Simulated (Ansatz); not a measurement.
# Si$_{2}$Mo: computed property card

Si₂Mo:
```cif
data_Mo3Si6
_chemical_formula_sum 'Si6 Mo3'
_space_group_name_H-M_alt 'P6222'
_space_group_IT_number 180
_space_group_name_Hall 'P 62 2 (0 0 4)'
_cell_length_a 4.58421
_cell_length_b 4.58421
_cell_length_c 6.57628
_cell_angle_alpha 90.000
_cell_angle_beta 90.000
_cell_angle_gamma 120.000
loop_
_atom_site_label
_atom_site_type_symbol
_atom_site_symmetry_multiplicity
_atom_site_Wyckoff_symbol
_atom_site_fract_x
_atom_site_fract_y
_atom_site_fract_z
_atom_site_occupancy
Si1 Si 6 j 0.32771 0.16386 0.16667 1
Mo1 Mo 3 d 0.50000 0.00000 0.50000 1
```

Space group P6_222 (No. 180); conventional cell a = 4.5842 Å, b = 4.5842 Å, c = 6.5763 Å, α = 90.00°, β = 90.00°, γ = 120.00°.

Method: r²SCAN (plane waves, PAW; program Ansatz). Structure relaxed to zero pressure with the same functional. Other levels are named where they apply.

**Cell and energy**

```
Property                                                      Result
-----------------------------------------------------  -------------
Volume per atom                                             13.30 Å³
Density                                                   6.33 g/cm³
Formation energy from the elements (no fitted shifts)  -0.44 eV/atom
```

**Electronic structure**

```
Quantity                                                                      Result
--------------------------------------------  --------------------------------------
Band gap                                                          0.16 eV (indirect)
Valence-band maximum                                                            at L
Conduction-band minimum                                  at M (3 equivalent valleys)
Smallest direct gap on the standard path                                     0.69 eV
Electron effective mass                       0.33, 0.45, 0.45 mₑ (principal values)
Hole effective mass                           0.43, 0.46, 0.55 mₑ (principal values)
Hole effective mass with spin–orbit coupling  0.43, 0.46, 0.56 mₑ (principal values)
HSE06 gap on the r²SCAN cell                                                 0.54 eV
Gap with spin–orbit coupling                                                 0.15 eV
```

**Mechanics**

```
Item                                 Result
----------------------------------  -------
Bulk modulus (Birch–Murnaghan fit)  221 GPa
Pressure derivative B′                  4.5
```

**Charges**

```
Property                      Value
-------------  --------------------
Bader charges  Si -0.09, Mo +0.19 e
```

The first step of the workflow began from a Materials Project structure, measured or hypothetical; the Crystallography Open Database copy checked does not list it. It is not the phase usual at ambient conditions (space group No. 139). The cell was relaxed with r²SCAN under the symmetry of its start; whether a distortion lowers the energy is not shown. The run is not spin-polarised. The references are the lowest solids computed at this level, not always the standard phases. Spin–orbit coupling is left out wherever it is not named.

Potentials: the later of the program's two PAW sets.
